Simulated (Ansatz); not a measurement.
LiF (rock salt)

```yaml
crystal:
  lattice:
    - [0.00000, 2.03393, 2.03393]
    - [2.03393, 0.00000, 2.03393]
    - [2.03393, 2.03393, 0.00000]
  atoms:
    - { symbol: F, position: [0.00000, 0.00000, 0.00000] }
    - { symbol: Li, position: [0.50000, 0.50000, 0.50000] }
```

The slice is a {110} plane (indices of the conventional cell) through the point (0.500, 0.500, 0.500) (fractional), spanned by u = [100] and v = [1 -1 -1] in vectors of this cell: u (2.88 Å) and v (4.07 Å, at 90° to u). It covers one period; positions are fractions (u, v).

Computed with PBE (plane waves to 420 eV, PAW, scalar-relativistic; Ansatz, a program for electronic structure). k mesh 14×14×14. Near the nuclei the fields are pseudised (PAW); where an atom keeps semicore shells as valence, they peak there. LiF was relaxed with its symmetry unable to fall.

Question: What is the valence density on the shortest F–Li line in this plane (2.03 Å), at its minimum between the atoms?

Answer: 0.14 e/Å³.

Question: What is the ELF at the density minimum of the shortest F–Li line in this plane (2.03 Å)?

Answer: 0.03.

Question: Sketch the electron localisation function (ELF) on this plane as a map.

Answer: 
```tsv
v \ u	0.00	0.14	0.29	0.43	0.57	0.71	0.86
0.90	0.87	0.22	0.01	0.02	0.02	0.01	0.22
0.75	0.41	0.32	0.07	0.02	0.02	0.07	0.32
0.60	0.77	0.81	0.63	0.07	0.07	0.63	0.81
0.45	x	0.79	0.70	0.09	0.09	0.70	0.79
0.30	0.74	0.65	0.26	0.03	0.03	0.26	0.65
0.15	0.07	0.02	0.01	0.02	0.02	0.01	0.02
0.00	x	0.90	0.01	0.03	0.03	0.01	0.90
```

Values: electron localisation function (ELF). Points within 0.4 Å of a nucleus are blanked (x), as the pseudised field means little there.
